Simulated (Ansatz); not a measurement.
The slice is one period of a {110} plane through atoms; its size isn't given.

Calculation: LDA (plane waves to 420 eV, PAW, scalar-relativistic; Ansatz, a program for electronic structure). These are valence fields of a PAW run, semicore shells included where kept as valence: close to a nucleus they are smooth pseudo fields.

```
|@@@%*=:....:=*%@@|
|@@%#+-:....:-+#%@|
|%%#*=-:.  .:-=*#%|
|**+=-:..  ..:-=+*|
|==--:...  ...:--=|
|::::..........:::|
|.......::::......|
|.....:-=++=-:....|
|   .:-+*##*+-:.  |
|   .:+#%%%%#+:.  |
|   .-*%@@@@%*-.  |
|   .-*%@@@@%*-.  |
|   .-*%@@@@%*-.  |
|   .:+#%%%%#+:.  |
|   .:-+*##*+-:.  |
|.....:-=++=-:....|
|.......::::......|
|::::..........:::|
|==--:...  ...:--=|
|**+=-:..  ..:-=+*|
|%%#*=-:.  .:-=*#%|
|@@%#+-:....:-+#%@|
|@@@%*=:....:=*%@@|
|@@@%*=:....:=*%@@|
```
Scale: ten equal steps from -0.80 (start of ' ') to 1.08 (end of '@'), in the order ' .:-=+*#%@'. Values: log₁₀ of the valence density in e/Å³. The map has 17 points along u (one character each, u = 0 at the left) and 24 along v (v = 0 in the bottom row). The scale is logarithmic, as a density can span decades between atoms and voids.

```
|xxxxxx@@##++------------++##@@xxxx|
|xxxx@@%%**==------------==**%%@@xx|
|@@@@%%##++======----======++##%%@@|
|####**++========----========++**##|
|++++========--::....::--========++|
|==========--..        ..--========|
|========::..  ........  ..::======|
|++==--::  ..--**####**--..  ::--==|
|==--::    ==%%@@@@@@@@%%==    ::--|
|--::    ::##@@xxxxxxxx@@##::    ::|
|::..    --%%xxxxxxxxxxxx%%--    ..|
|::..    ==@@xxxxxxxxxxxx@@==    ..|
|::..    --%%xxxxxxxxxxxx%%--    ..|
|--::    ::##@@xxxxxxxx@@##::    ::|
|==--::    ==%%@@@@@@@@%%==    ::--|
|++==--::  ..--**####**--..  ::--==|
|========::..  ........  ..::======|
|==========--..        ..--========|
|++++========--::....::--========++|
|####**++========----========++**##|
|@@@@%%##++======----======++##%%@@|
|xxxx@@%%**==------------==**%%@@xx|
|xxxxxx@@##++------------++##@@xxxx|
|xxxxxx@@##++------------++##@@xxxx|
```
Scale: ten equal steps from 0.09 (start of ' ') to 0.65 (end of '@'), in the order ' .:-=+*#%@'. Values: electron localisation function (ELF). The map has 17 points along u (two characters each, u = 0 at the left) and 24 along v (v = 0 in the bottom row). Points within 0.5 Å of a nucleus are blanked (x), as the pseudised field means little there.

**Question.** Which relaxed crystal do these maps come from?
A) TiPt (CsCl type)
B) CuPd (CsCl type)
C) GaIr (CsCl type)

**Answer.** A, TiPt (CsCl type). Atoms on the slice: Ti at (0.50, 0.50); Pt at (0.00, 0.00)

All were relaxed with their symmetry unable to fall. CuPd is run without spin polarisation. GaIr is run without spin polarisation. Spin-orbit coupling is left out. TiPt is run without spin polarisation.
